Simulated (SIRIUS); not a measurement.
A self-consistent single point of Zn₃CdS₄ (P-42m, 8 atoms in the cell; from Materials Project mp-981379, changed as shown) with SIRIUS.

Level of theory: LDA (PW92), GBRV LDA ultrasoft pseudopotentials (plane waves; SIRIUS).

The change in words: lattice vector b scaled by 1.01. Reference geometry (P-43m):
```xyz
8
Lattice="5.5110 0.0000 0.0000 0.0000 5.5110 0.0000 0.0000 0.0000 5.5110" Properties=species:S:1:pos:R:3 pbc="T T T"
Zn     0.0000     2.7555     2.7555
Zn     2.7555     0.0000     2.7555
Zn     2.7555     2.7555     0.0000
Cd     0.0000     0.0000     0.0000
S      1.4476     1.4476     1.4476
S      1.4476     4.0634     4.0634
S      4.0634     4.0634     1.4476
S      4.0634     1.4476     4.0634
```

Reference input (self-consistent single point, DFT, LDA (PW92), plane waves, GBRV LDA ultrasoft pseudopotentials): parameters.ngridk = 4 4 4; parameters.xc_functionals = [XC_LDA_X, XC_LDA_C_PW]; parameters.gk_cutoff = 6.325 1/bohr; parameters.pw_cutoff = 14.143 1/bohr; parameters.smearing = gaussian; parameters.smearing_width = 0.0001 Ha; potentials = GBRV LDA ultrasoft pseudopotentials; parameters.electronic_structure_method = pseudopotential; parameters.num_bands = 58; parameters.num_mag_dims = 0; parameters.num_dft_iter = 100; parameters.energy_tol = 1e-07 Ha. This run's input differs from it in these lines:

```diff
@@ -33,3 +33,3 @@
       [0.9999999587, 0.0, 0.0],
-      [0.0, 0.9999999587, 0.0],
+      [0.0, 1.0099999402, 0.0],
       [0.0, 0.0, 0.9999999587]
@@ -46,5 +46,5 @@
       "Zn": [
-        [0.0, 2.755505, 2.755505],
+        [0.0, 2.78306, 2.755505],
         [2.755505, 0.0, 2.755505],
-        [2.755505, 2.755505, 0.0]
+        [2.755505, 2.78306, 0.0]
       ],
@@ -54,6 +54,6 @@
       "S": [
-        [1.4476321068, 1.4476321068, 1.4476321068],
-        [1.4476321068, 4.0633778932, 4.0633778932],
-        [4.0633778932, 4.0633778932, 1.4476321068],
-        [4.0633778932, 1.4476321068, 4.0633778932]
+        [1.4476321068, 1.4621084016, 1.4476321068],
+        [1.4476321068, 4.1040115984, 4.0633778932],
+        [4.0633778932, 4.1040115984, 1.4476321068],
+        [4.0633778932, 1.4621084016, 4.0633778932]
       ]
```

Output, abridged:

```
[find] density tolerance         : 1e-06
[find] total energy tolerance    : 1e-07
[find] iter_solver_tol (initial) : 0.01
[find] iter_solver_tol (target)  : 1e-13
[find] num_dft_iter              : 100
Charges and magnetic moments
--------------------------------------------------------------------------------
total charge          : 96.000000
[find] | SCF iteration   0 out of 100|
[diagonalize] iterative solver tolerance (occupied, empty): 0.01 0.01
[diagonalize] average number of iterations: 2.61111
[find] Charges and magnetic moments
[find] total charge          : 96.000000
[find] Energy
   [... lines left out ...]

[find] Charges and magnetic moments
[find] total charge          : 96.000000
[find] Energy
[find] smearing (-TS)                 :       0.00000000
[find] Total energy                   :    -797.54018488 (Ha),   -1595.08036977 (Ry)
[find] Free energy (E-TS)             :    -797.54018488 (Ha),   -1595.08036977 (Ry)
[find] band gap (eV)                  :       1.46634144
[find] Efermi                         :       0.26677331
[find] iteration : 31, RMS (target) : 7.1005e-07 (1.0000e-06) , energy difference (target) : -5.9913e-11 (1.0000e-07)
[find] bands are converged : true
[find] iterative solver converged : false
[find] converged after 32 SCF iterations!
[find] Charges and magnetic moments
[find] total charge          : 96.000000
[find] Energy
[find] smearing (-TS)                 :       0.00000000
[find] Total energy                   :    -797.54018488 (Ha),   -1595.08036977 (Ry)
[find] Free energy (E-TS)             :    -797.54018488 (Ha),   -1595.08036977 (Ry)
[find] band gap (eV)                  :       1.46634144
[find] Efermi                         :       0.26677331
[ground_state] === stress tensor components [kbar] ===
[ground_state] === stress_total ===
[ground_state]    43.414775    0.000000    0.000000
[ground_state]     0.000000   47.411179   -0.000000
[ground_state]     0.000000   -0.000000   43.414775
[ground_state] ==== total Forces in Ha/bohr =====
   [... lines left out ...]
[ground_state] atom:    3, force:      -0.0000000      0.0000000     -0.0000000
[ground_state] atom:    4, force:      -0.0005321     -0.0005965     -0.0005321
[ground_state] atom:    5, force:      -0.0005321      0.0005965      0.0005321
[ground_state] atom:    6, force:       0.0005321      0.0005965     -0.0005321
[ground_state] atom:    7, force:       0.0005321     -0.0005965      0.0005321
```

The run converged in 32 iterations. SIRIUS prints the stress tensor with tension positive. Against the reference run the free energy rises by 5.5 meV/atom, the pressure goes from -3.85 to -4.47 GPa, the largest force goes from 0.043 to 0.049 eV/Å and the gap on the mesh goes from 1.514 to 1.466 eV.

The structure comes from a collection of computed structures, made at another level of theory; the collection holds predicted forms beside known ones.

Cost on one core: about 2.8 core-minutes (a rough figure).

The gap that the log prints is read on the run's mesh, which can miss the band edges or a crossing.
